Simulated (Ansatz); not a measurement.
Given:

Relaxed Pd (fcc, Cu type):

```yaml
crystal:
  lattice:
    - [0.00000, 3.91144, 3.91144]
    - [1.95572, 1.95572, 3.91144]
    - [1.95572, 1.95572, 0.00000]
  atoms:
    - { symbol: Pd, position: [0.00000, 0.00000, 0.00000] }
    - { symbol: Pd, position: [0.50000, 0.00000, 0.00000] }
```

The atoms are displaced by Q × the pattern below (from a DFPT mode at X = (0.5, 0.5, 0.0), largest move 1; Q in Å), at fixed cell. It is one choice among 2 degenerate patterns. (q is in reciprocal vectors of the primitive cell; the cell shown is doubled to hold the pattern.)

```
atom      x       y      z
----  -----  ------  -----
Pd1   0.000   1.000  0.000
Pd2   0.000  -1.000  0.000
```

Method: r2SCAN (plane waves to 500 eV, PAW, scalar-relativistic; Ansatz, a quantum-chemistry and plane-wave program). k mesh 20×20×20 (Γ-centred), Fermi-Dirac smearing 0.05 eV. Energies are smeared free energies. With partly filled bands, energies and forces of such displacements shift with the k mesh and the smearing. Pd is run without spin polarisation. Pd was relaxed with its symmetry unable to fall. The PAW data are Ansatz's earlier set. The zero of ΔE is the undisplaced structure.

The scan covers Q from -0.180 to 0.180 Å in 13 points.

Question: Which space group does the distorted structure have?

Answer: Cmcm (No. 63), lowered from Fm-3m.

Question: What is the energy change at Q = 0.180 Å?

Answer: 286 meV/cell.

Question: What harmonic wavenumber does the curvature at Q = 0 give?

Answer: 150 cm⁻¹.

(For displaced atoms, the force is minus the slope of the energy, and its curvature is a force constant, which sets phonon frequencies.)
